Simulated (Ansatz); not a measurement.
Given:

BP:
```yaml
crystal:
  lattice:
    - [0.00000, 2.27417, 2.27417]
    - [2.27417, 0.00000, 2.27417]
    - [2.27417, 2.27417, 0.00000]
  atoms:
    - { symbol: B, position: [0.25000, 0.25000, 0.25000] }
    - { symbol: P, position: [0.50000, 0.50000, 0.50000] }
```

This is the PBE-relaxed structure. x, y and z are the axes in which the lattice vectors are written.

**Question.** All from the program Ansatz at the PBE level (PAW), unless another level is named. Give the Young's modulus.

**Answer.** 364 GPa.

**Question.** Next, the vibrational entropy at 300 K?

**Answer.** 10.1 J/(K·mol of atoms).

**Question.** And the piezoelectric stress constants (proper, relaxed ions, C/m²)?

**Answer.** e14 = e25 = e36 = -0.11.

**Question.** Give the zero-point energy.

**Answer.** 100.0 meV/atom.

Space group F-43m (zinc blende). Symmetry was held in the PBE relaxation; phonons on a q-mesh show no instability. The volume moved by 18 % from the start of the relaxation.

Potentials: the later of the program's two PAW sets.
